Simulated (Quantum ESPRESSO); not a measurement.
## TaW3S2Se5Cl (input and log of a self-consistent run)

Computed values, not a measurement. The program is pw.x of Quantum ESPRESSO 7.5 (plane-wave density functional theory). The cell is made up: 12 atoms on a layered 2H lattice, with randomly drawn elements, strain and displacements, not relaxed. PseudoDojo standard norm-conserving files (v0.5 for PBE, v0.4.1 for LDA and PBEsol) set the functional; there is no spin polarisation, spin-orbit coupling or dispersion term, and the masses in the input are unused placeholders.

Input:

```
&control calculation='scf', pseudo_dir='./dojo.nc.sr.pbe.v0_5.standard.upf', outdir='./o', disk_io='low', tprnfor=.true., tstress=.true. /
&system ibrav=0, nat=12, ntyp=5, nbnd=83, ecutwfc=85.99341389, nosym=.true., tot_charge=0,
 occupations='smearing', smearing='fd', degauss=0.0018374661
/
&electrons conv_thr=7.350e-09, electron_maxstep=60, /
ATOMIC_SPECIES
Cl 1.0 Cl.upf
S 1.0 S.upf
Se 1.0 Se.upf
Ta 1.0 Ta.upf
W 1.0 W.upf
CELL_PARAMETERS angstrom
3.3013 -0.024 0.0227
-0.0415 5.6323 0.0995
0.0895 0.2263 13.3322
ATOMIC_POSITIONS angstrom
Ta -0.0488 1.9711 3.3795
W 1.6643 1.0819 10.0407
W 1.5866 4.714 3.3865
W 0.0421 3.8568 10.0746
S -0.0054 1.9968 8.3496
S 0.0583 2.0841 11.6581
Se 1.6469 1.0083 1.6669
Se 1.6534 1.0787 5.0217
Se 1.655 4.7703 8.4686
Se 1.6203 4.9176 11.7519
Cl -0.0573 3.832 1.7282
Se -0.0174 3.9219 5.05
K_POINTS automatic
7 4 2 1 1 1
```

The log is shortened where brackets say so; the opening notice, blank lines, dates and the lines on written files are dropped, and the path of the files is cut. It prints rydbergs, bohrs and kilobars, and counts compression as positive stress. With no partly filled state, the Fermi energy that it prints is only some level between the filled and the empty states on the mesh, and need not lie in the true gap.

```
     Program PWSCF v.7.5
     Parallel version (MPI & OpenMP), running on       4 processor cores
     Number of MPI processes:                 4
     Threads/MPI process:                     1
     [start-up lines left out]
     bravais-lattice index     =            0
     lattice parameter (alat)  =       6.2389  a.u.
     unit-cell volume          =    1672.2256 (a.u.)^3
     number of atoms/cell      =           12
     number of atomic types    =            5
     number of electrons       =       154.00
     number of Kohn-Sham states=           83
     kinetic-energy cutoff     =      85.9934  Ry
     charge density cutoff     =     343.9737  Ry
     scf convergence threshold =      7.3E-09
     mixing beta               =       0.7000
     number of iterations used =            8  plain     mixing
     Exchange-correlation= PBE
                           (   1   4   3   4   0   0   0)
     [axes and pseudopotential details left out]
   Cartesian axes
     site n.     atom                  positions (alat units)
         1        Ta     tau(   1) = (  -0.0147813   0.5970379   1.0236364  )
         2        W      tau(   2) = (   0.5041095   0.3277030   3.0412860  )
         3        W      tau(   3) = (   0.4805745   1.4278508   1.0257567  )
         4        W      tau(   4) = (   0.0127519   1.1682086   3.0515541  )
         5        S      tau(   5) = (  -0.0016356   0.6048224   2.5290589  )
         6        S      tau(   6) = (   0.0176588   0.6312652   3.5311896  )
         7        Se     tau(   7) = (   0.4988391   0.3054098   0.5048970  )
         8        Se     tau(   8) = (   0.5008079   0.3267337   1.5210519  )
         9        Se     tau(   9) = (   0.5012926   1.4449039   2.5651035  )
        10        Se     tau(  10) = (   0.4907821   1.4895204   3.5596013  )
        11        Cl     tau(  11) = (  -0.0173559   1.1606967   0.5234645  )
        12        Se     tau(  12) = (  -0.0052704   1.1879271   1.5296238  )
     number of k points=    28  Fermi-Dirac smearing, width (Ry)=  0.0018
                       cart. coord. in units 2pi/alat
        k(    1) = (   0.0715470   0.0727346   0.0601928), wk =   0.0714286
        k(    2) = (   0.0724146   0.0749291  -0.0636657), wk =   0.0714286
     [further k points left out]
     Dense  grid:   180227 G-vectors     FFT dimensions: (  40,  64, 150)
     Estimated max dynamical RAM per process >     578.47 MB
     Estimated total dynamical RAM >       2.13 GB
     Initial potential from superposition of free atoms
     starting charge     153.9971, renormalised to     154.0000
     Starting wfcs are   97 randomized atomic wfcs
     total cpu time spent up to now is        8.4 secs
     per-process dynamical memory:   418.3 Mb
     Self-consistent Calculation
     iteration #  1     ecut=    85.99 Ry     beta= 0.70
     Davidson diagonalization with overlap
     ethr =  1.00E-02,  avg # of iterations =  2.0
     Threshold (ethr) on eigenvalues was too large:
     Diagonalizing with lowered threshold
     Davidson diagonalization with overlap
     ethr =  2.09E-04,  avg # of iterations =  4.0
     total cpu time spent up to now is       42.9 secs
     total energy              =   -1874.90060967 Ry
     estimated scf accuracy    <       0.40117987 Ry
     iteration #  2     ecut=    85.99 Ry     beta= 0.70
     Davidson diagonalization with overlap
     ethr =  2.61E-04,  avg # of iterations = 13.4
     total cpu time spent up to now is       66.4 secs
     total energy              =   -1874.69024883 Ry
     estimated scf accuracy    <       1.68729678 Ry
     iteration #  3     ecut=    85.99 Ry     beta= 0.70
     Davidson diagonalization with overlap
     ethr =  2.61E-04,  avg # of iterations =  9.1
     total cpu time spent up to now is       89.0 secs
     total energy              =   -1874.92458167 Ry
     estimated scf accuracy    <       1.02598288 Ry
     iteration #  4     ecut=    85.99 Ry     beta= 0.70
     Davidson diagonalization with overlap
     ethr =  2.61E-04,  avg # of iterations =  4.0
     total cpu time spent up to now is      105.9 secs
     total energy              =   -1875.02190609 Ry
     estimated scf accuracy    <       0.19117464 Ry
     iteration #  5     ecut=    85.99 Ry     beta= 0.70
     Davidson diagonalization with overlap
     ethr =  1.24E-04,  avg # of iterations =  4.7
     total cpu time spent up to now is      121.8 secs
     total energy              =   -1875.04666612 Ry
     estimated scf accuracy    <       0.01140094 Ry
     [iterations 6 to 15 left out]
     iteration # 16     ecut=    85.99 Ry     beta= 0.70
     Davidson diagonalization with overlap
     ethr =  1.27E-10,  avg # of iterations =  2.0
     total cpu time spent up to now is      318.2 secs
     total energy              =   -1875.05175295 Ry
     estimated scf accuracy    <       0.00000013 Ry
     iteration # 17     ecut=    85.99 Ry     beta= 0.70
     Davidson diagonalization with overlap
     ethr =  8.63E-11,  avg # of iterations =  2.2
     total cpu time spent up to now is      332.7 secs
     total energy              =   -1875.05175295 Ry
     estimated scf accuracy    <       0.00000003 Ry
     iteration # 18     ecut=    85.99 Ry     beta= 0.70
     Davidson diagonalization with overlap
     ethr =  1.81E-11,  avg # of iterations =  5.1
     total cpu time spent up to now is      350.9 secs
     total energy              =   -1875.05175296 Ry
     estimated scf accuracy    <       0.00000003 Ry
     iteration # 19     ecut=    85.99 Ry     beta= 0.70
     Davidson diagonalization with overlap
     ethr =  1.81E-11,  avg # of iterations =  1.4
     total cpu time spent up to now is      364.3 secs
     total energy              =   -1875.05175295 Ry
     estimated scf accuracy    <       0.00000002 Ry
     iteration # 20     ecut=    85.99 Ry     beta= 0.70
     Davidson diagonalization with overlap
     ethr =  1.23E-11,  avg # of iterations =  2.0
     total cpu time spent up to now is      378.1 secs
     End of self-consistent calculation
          k = 0.0715 0.0727 0.0602 ( 22504 PWs)   bands (ev):
   -63.0337 -62.9122 -62.8035 -56.2458 -36.4206 -36.4199 -36.3880 -36.3855
   -36.3797 -36.3755 -36.3578 -36.3445 -36.3427 -36.3237 -36.1290 -36.1232
   -36.0885 -36.0730 -36.0632 -35.9711 -35.9563 -35.9108 -35.8805 -35.8596
   -35.7777 -35.7658 -35.7457 -35.7298 -35.7198 -27.3031 -27.2104 -27.1640
   -27.1099 -27.1090 -27.0625 -27.0600 -27.0134 -26.8856 -22.9105 -22.7471
   -22.6490  -6.0352  -3.3338  -2.7122  -2.0801  -1.5332  -1.4759  -1.2194
    -1.1195   4.4179   4.7275   5.1297   5.2212   5.9803   6.2301   6.4389
     6.7702   7.1165   7.8787   8.0092   8.3659   8.5050   8.6182   8.7470
     8.9282   9.0542   9.3351   9.3935   9.6384   9.7648   9.9708  10.1545
    10.3284  10.4642  10.8062  11.0222  11.5926  13.0682  13.4508  13.5200
    13.5983  13.7000  13.9055
     [levels at the other k points left out]
     the Fermi energy is    12.0849 ev
!    total energy              =   -1875.05175295 Ry
     estimated scf accuracy    <          5.9E-09 Ry
     smearing contrib. (-TS)   =      -0.00000000 Ry
     internal energy E=F+TS    =   -1875.05175295 Ry
     The total energy is F=E-TS. E is the sum of the following terms:
     one-electron contribution =   -1071.75987163 Ry
     hartree contribution      =     583.50325860 Ry
     xc contribution           =    -392.96290342 Ry
     ewald contribution        =    -993.83223650 Ry
     convergence has been achieved in  20 iterations
     Forces acting on atoms (cartesian axes, Ry/au):
     atom    1 type  4   force =     0.03565788    0.02810589   -0.05012137
     atom    2 type  5   force =     0.01102639    0.07940106   -0.04598204
     atom    3 type  5   force =     0.02399408    0.04781395   -0.00565422
     atom    4 type  5   force =    -0.04147896   -0.01648806    0.00369710
     atom    5 type  2   force =     0.00939127    0.00276625    0.07800113
     atom    6 type  2   force =    -0.01485354   -0.03826050   -0.04072186
     atom    7 type  3   force =    -0.01081696   -0.00232149   -0.02531873
     atom    8 type  3   force =    -0.02565117   -0.06235625    0.04493727
     atom    9 type  3   force =     0.01811829    0.02783817   -0.03033714
     atom   10 type  3   force =     0.01781695   -0.05496896    0.03473165
     atom   11 type  1   force =     0.00241374    0.00703614    0.00696872
     atom   12 type  3   force =    -0.02561796   -0.01856621    0.02979950
     Total force =     0.208393     Total SCF correction =     0.000639
     Computing stress (Cartesian axis) and pressure
          total   stress  (Ry/bohr**3)                   (kbar)     P=       22.76
   0.00010041   0.00011944  -0.00012870           14.77       17.57      -18.93
   0.00011944   0.00021311  -0.00039483           17.57       31.35      -58.08
  -0.00012870  -0.00039483   0.00015059          -18.93      -58.08       22.15
     init_run     :      6.95s CPU      7.20s WALL (       1 calls)
     electrons    :    363.59s CPU    369.70s WALL (       1 calls)
     forces       :      3.32s CPU      3.37s WALL (       1 calls)
     stress       :     11.05s CPU     11.31s WALL (       1 calls)
     [timing details left out]
     PWSCF        :   6m26.17s CPU   6m32.93s WALL
     JOB DONE.
```

In other units: free energy -25511.379 eV for the cell, pressure 2.28 GPa, largest force component 2.041 eV/Å. A rerun of the same cell at another strain at a cutoff of 1467 eV and k mesh 9 x 6 x 4 moved values by no more than 0.004 eV in energy, 0.03 GPa in stress and 0.004 eV/Å in force.